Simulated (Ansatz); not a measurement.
Total density of states per atom from the program Ansatz at the r²SCAN level (PAW), in 0.25 eV bins, energy from the Fermi level:

(E (eV), states/eV/atom): (-7.85, 0.09); (-7.60, 0.11); (-7.35, 0.12); (-7.10, 0.14); (-6.85, 0.16); (-6.60, 0.19); (-6.35, 0.26); (-6.10, 0.27); (-5.85, 0.23); (-5.60, 0.13); (-5.35, 0.24); (-5.10, 0.84); (-4.85, 1.04); (-4.60, 0.94); (-4.35, 1.09); (-4.10, 1.19); (-3.85, 1.80); (-3.60, 1.71); (-3.35, 1.30); (-3.10, 0.87); (-2.85, 1.62); (-2.60, 1.49); (-2.35, 1.06); (-2.10, 1.68); (-1.85, 1.19); (-1.60, 1.47); (-1.35, 0.87); (-1.10, 0.57); (-0.85, 0.36); (-0.60, 0.25); (-0.35, 0.24); (-0.10, 0.37); (0.15, 0.28); (0.40, 0.27); (0.65, 0.39); (0.90, 0.32); (1.15, 0.36); (1.40, 0.33); (1.65, 0.11); (1.90, 0.06); (2.15, 0.09); (2.40, 0.16); (2.65, 0.31); (2.90, 0.29); (3.15, 0.32); (3.40, 0.34); (3.65, 0.27); (3.90, 0.03); (4.15, 0.16); (4.40, 0.31); (4.65, 0.36)

Which compound is it?
A. MgPt, P2_13 (Mg on 4a, Pt on 4a)
B. Cu3Pt, Cu3Au type
C. ScPt, CsCl type
D. MgCu2, cubic Laves (MgCu2 type)

A, MgPt, P2_13 (Mg on 4a, Pt on 4a). Within 0.5 eV of the Fermi level: Pt 5d 35 %, Pt 6s 23 %, Mg 3s 18 %, outside the projected shells 24 %. Projections are on Löwdin-orthogonalised atomic valence shells; empty p or d shells of many metals are not among them.

The workflow started from a Materials Project entry (that database holds measured and hypothetical structures alike); the Crystallography Open Database copy checked does not list it. With Mg and Pt taken as one species the cell has the higher symmetry Pa-3, so it may be an ordered model of a mixed-site phase. Its standing as an ambient phase is unchecked. Symmetry was held in the r²SCAN relaxation; its stability against distortions is not shown here. The run is not spin-polarised. Spin–orbit coupling is left out wherever it is not named.

Potentials: the later of the program's two PAW sets.
